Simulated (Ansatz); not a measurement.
Cu3Si in space group I4/mmm (No. 139; Si on 2a, Cu on 4d, Cu on 2b) at seven volumes, LDA in the plane-wave PAW code Ansatz, shape and atoms relaxed at each. One row is withheld.

```
V (Å³/atom)  P (GPa)
-----------  -------
10.133         21.74
10.467         13.15
10.801          5.98
11.135          0.00
11.469             ?
11.803         -9.15
12.137        -12.64
```

### Question
Fit the shown pressures and predict the withheld one.

### Answer
Third-order Birch–Murnaghan: P = (3/2)B₀(x^(7/2) − x^(5/2))[1 + (3/4)(B′ − 4)(x − 1)] with x = (V₀/V)^(2/3). Least squares on the six rows gives V₀ = 11.135 Å³/atom, B₀ = 181.9 GPa, B′ = 5.01. At V = 11.469, x = 0.9805 and P = -4.99 GPa. The run itself gave -5.00 GPa.

The workflow started from a Materials Project entry (that database holds measured and hypothetical structures alike); the Crystallography Open Database copy checked does not list it. Whether it is the stable phase at ambient conditions was not checked. The cell was relaxed with LDA under the symmetry of its start; whether a distortion lowers the energy is not shown. The run is not spin-polarised.

Potentials: the later of the program's two PAW sets.
